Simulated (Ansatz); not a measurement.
Field gradients of CO₂ from run to run

Cell of run 1: an entry of the Crystallography Open Database (COD), atoms as given.

Space group Pa-3 (No. 205); a = 5.6240 Å.

```csv
site,Wyckoff,site symmetry,x,y,z
C,4a,.-3.,0.0000,0.0000,0.0000
O,8c,.3.,0.1185,0.1185,0.1185
```

One atom of each set is listed.

Relaxed positions (PBE, cell held):

C (0.0000, 0.0000, 0.0000)
O (0.1199, 0.1199, 0.1199)

All runs are DFT with Ansatz 0.2.0 (plane waves and PAW, scalar-relativistic unless spin–orbit coupling is named, Γ-centred meshes, Fermi–Dirac smearing where given) in this cell.

Run 1: PBE, gradients read without the response of the cores, atoms as given; 420 eV, 4×4×4 k-points, smearing 0.02 eV.
Run 2: PBE, gradients read without the response of the cores, atoms relaxed; 420 eV, 4×4×4 k-points, smearing 0.02 eV.
Run 3: r2SCAN, gradients read without the response of the cores, at the relaxed atoms; 500 eV, 4×4×4 k-points, smearing 0.02 eV.

```tsv
run	C V_zz (η)	O V_zz (η)
1	-2.63 (0.00)	6.88 (0.00)
2	-2.63 (0.00)	7.52 (0.00)
3	?	?
```

V_zz in 10²¹ V/m².

**Question.** Estimate the row of run 3.

**Answer.** C: -3.29 (0.00); O: 8.09 (0.00). It lies nearest to run 2, from whose tensors on these sites it differs by 0.66 at most (largest principal value of the difference, on C). Taken one at a time, the functional (r2SCAN with its higher cutoff) moves the tensors on these sites by up to 0.66 (largest principal value of the change, on C), the positions of the atoms (as given or relaxed) by 0.64 (O).

In runs 1, 3 the atoms aren't at the calculated equilibrium (largest force 1.5, 0.88 eV/Å). The cell isn't the equilibrium one in run 1 (calculated pressure 5 GPa), and the entry's cell may itself be off.
